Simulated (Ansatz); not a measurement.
A generated cell, in the space group of a known form (sites not compared), of YAs: Fm-3m (No. 225), cF8, rock salt type; a = b = c = 5.748 Å, α = β = γ = 90.00°; As 4a (0.000, 0.000, 0.000); Y 4b (0.500, 0.500, 0.500). The numbers are results of PBEsol (plane waves to 420 eV, PAW, scalar-relativistic; Ansatz, an electronic-structure program), not measurements. Element references, the lowest calculated here: Y (R-3m, not the ambient form), As (R-3m).

Q: What is the computed formation energy of this Fm-3m form of YAs from the elements (PBEsol)?

A: -1.59 eV/atom.

A lower structure of this composition may exist.

Static energies, no anion corrections, no zero-point energy. Values are rounded to 0.01 eV/atom. Not shown to be the ambient phase of their composition (a lower form may be missing, and a cell relaxed within its start's symmetry can be a saddle point): YAs (Fm-3m). The compounds carry no spin polarisation.
